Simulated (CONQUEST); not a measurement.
Worked example: self-consistent single point of Rh (P4mm, 4 atoms in the cell; from Materials Project mp-74, changed as shown) in CONQUEST.

All values come from this method and carry its errors: PBE, numerical atomic orbitals double-zeta with polarisation (the shipped basis), PseudoDojo norm-conserving potentials made for PBE in CONQUEST 1.3.

The change in words: atom 3 moved by +0.08 angstrom along y. Reference geometry (Fm-3m):
```
Rh
1.0
    3.80597     0.00000     0.00000
    0.00000     3.80597     0.00000
    0.00000     0.00000     3.80597
Rh
4
Cartesian
  0.00000   0.00000   0.00000
  0.00000   1.90298   1.90298
  1.90298   0.00000   1.90298
  1.90298   1.90298   0.00000
```

Reference input (self-consistent single point, DFT, PBE, numerical atomic orbitals double-zeta with polarisation (the shipped basis), PseudoDojo norm-conserving potentials made for PBE): basis = DZP; Diag.MPMeshX, Y, Z = 4 4 4; potentials = PseudoDojo norm-conserving PBE; Grid.GridCutoff = 175 Ha; DM.SolutionMethod = diagon; Diag.kT = 0.001837 Ha; Diag.GammaCentred = true; minE.SCTolerance = 1.0e-06; SC.MaxIters = 100; SC.LinearMixingFactor = 0.5; SC.KerkerPreCondition = true; SC.KerkerFactor = 0.3 1/bohr. This run's input differs from it in these lines:

```diff
@@ -38,3 +38,3 @@
     0.000000000     0.500000000     0.500000000  1 T T T
-    0.500000000     0.000000000     0.500000000  1 T T T
+    0.500000000     0.021020000     0.500000000  1 T T T
     0.500000000     0.500000000     0.000000000  1 T T T
```

Log, with long lists cut:

```
    new_SC_potl: Starting.  Tolerance:  0.10000E-05

    PulayMixSC: Starting Pulay mixing, A_up =  0.500 A_dn =  0.500
    PulayMixSC: Spin non-polarised calculation.
    PulayMixSC: with Kerker preconditioning, q0 =  0.300
          Harris-Foulkes Energy            :    -12766.804179726548682 eV
          GroundState Energy (E-(1/2)TS)   :    -12766.840000254363986 eV
          Free Energy (E-TS)               :    -12766.875820782177470 eV
          DFT Total Energy                 :    -12762.520452308130189 eV
          Total number of electrons        :        68.000000000000384
   [... lines left out ...]
          Total number of electrons        :        68.000070141321800
    PulayMixSC: Pulay iteration    10 residual:              0.10524E-05
          Harris-Foulkes Energy            :    -12764.951790228093159 eV
          GroundState Energy (E-(1/2)TS)   :    -12764.988869352495385 eV
          Free Energy (E-TS)               :    -12765.025948476897611 eV
          DFT Total Energy                 :    -12764.951790211403932 eV
          Total number of electrons        :        68.000070189667042
    PulayMixSC: Pulay iteration    11 residual:              0.58968E-06
    PulayMixSC: Reached SCF tolerance of  0.58968E-06 after     11 iterations
      | Number of electrons      =        68.000070
      |* band energy as 2Tr[K.H] =     -2268.815233773879754 eV
      |  screened ion-ion energy =    -10240.508376733569094 eV
      |  Ha correction           =        95.859178262559624 eV
      |  XC correction           =      -351.487192538156364 eV
      | GS Energy as E-(1/2)TS   =    -12764.988869352495385 eV
      | Free Energy as E-TS      =    -12765.025948476897611 eV
      |* Harris-Foulkes energy   =    -12764.951790228093159 eV
      |* DFT total energy        =    -12764.951790211403932 eV
      |  estimated accuracy      =        -0.000000016688298 eV

    force: Forces on atoms (eV/a0)
    force:  Atom   X              Y              Z
   [... lines left out ...]
    force: Maximum force :        0.47926760(eV/a0) on atom         3 in y direction
   [... lines left out ...]
    force: Force Residual:        0.28552297 eV/a0
    force: Total stress:        -11.23744549     0.00000000     0.00000000 GPa
                             0.00000000   -11.17244368    -0.00000000
                             0.00000000    -0.00000000   -11.23744549
    force: Average pressure:     11.21577822 GPa

    force: Finished force
    get_E_and_F: Change in energy during last step of electronic optimisation:  0.22774E-07
```

The run converged in 11 iterations. CONQUEST prints the stress tensor with tension positive. Against the reference run the free energy goes up by 9.0 meV/atom, the pressure goes from 10.73 to 11.22 GPa and the largest force goes from under 0.1 to 0.91 eV/Å.

The program uses no crystal symmetry, so grid and mesh can part values that symmetry would make equal. The atom-centred basis is finite, which shifts total energies, pressures and forces against plane waves. The structure comes from a collection of computed structures, made at another level of theory; the collection holds predicted forms beside known ones. No clean gap shows at this smearing width and mesh (spacing up to 0.41 Å⁻¹); the mesh is coarse for partly filled bands, so the values carry mesh errors.

Cost on one core: very roughly 3 core-minutes.
